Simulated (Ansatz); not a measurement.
MgSnSe2 in space group P-3m1 (No. 164; Se on 2d, Sn on 1a, Mg on 1b), DFT-r²SCAN+D4 in the program Ansatz with PAW potentials, all energies at zero smearing, with the estimated change up to a 700 eV cutoff added, with one set of potentials and settings (totals compare only within such a set). Cell of 4 atoms (2 Se, 1 Sn, 1 Mg): -18925.149 eV.

```tsv
element	reference phase	E (eV/atom)
Se	P3_121, 3 atoms in the cell	-5478.2513
Sn	Fd-3m, 2 atoms in the cell	-6038.7502
Mg	P6_3/mmc, 2 atoms in the cell	-1926.4627
```

Formation energy per atom, worked out: (-18925.149 − 2×(-5478.2513) − 1×(-6038.7502) − 1×(-1926.4627))/4 = -0.858 eV/atom (-83 kJ per mol of atoms), at 0 K, without zero-point energy or fitted corrections.

The cell is a constructed one: a structure type filled with these elements; neither database checked (COD, Materials Project) lists it. Whether it is the stable phase at ambient conditions was not checked. The r²SCAN+D4 relaxation kept the symmetry of its start; its stability against distortions is not shown here. The references are the lowest solids computed at this level, not always the standard phases. Scalar-relativistic: spin–orbit coupling is off unless named, which matters more the heavier the elements.

Potentials: the later of the program's two PAW sets.
